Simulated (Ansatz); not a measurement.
K₂Sn₂O₃:
```
CELL_PARAMETERS angstrom
      3.01015     1.73791     4.69569
     -3.01015     1.73791     4.69569
      0.00000    -3.47582     4.69569
ATOMIC_POSITIONS crystal
  K  0.50000 0.50000 0.50000
  K  0.00000 0.00000 0.00000
  Sn 0.24294 0.24294 0.24294
  Sn 0.75706 0.75706 0.75706
  O  0.00000 0.50000 0.00000
  O  0.00000 0.00000 0.50000
  O  0.50000 0.00000 0.00000
```

PBEsol (plane waves, PAW; program Ansatz) gives a gap of 0.98 eV without spin–orbit coupling, maximum at Γ, minimum at Γ.

What happens when spin–orbit coupling is switched on?

The gap decreases by 0.10 eV, to 0.88 eV; maximum at Γ, minimum at Γ.

Give the electron effective mass with spin–orbit coupling.

0.19, 0.19, 0.59 mₑ (principal values).

Give the hole effective mass with spin–orbit coupling.

0.15, 0.15, 0.35 mₑ (principal values).

Space group R-3m. The first step of the workflow began from a Materials Project structure, measured or hypothetical; the Crystallography Open Database files this formula in space group No. 166, but the cells were not matched. Its standing as an ambient phase is unchecked. The PBEsol relaxation kept the symmetry of its start; whether a distortion lowers the energy is not shown.

Potentials: the earlier of the program's two PAW sets. The files were generated under PBE; for other functionals the program regenerates the frozen cores, and for LDA and PBEsol the local potential too.
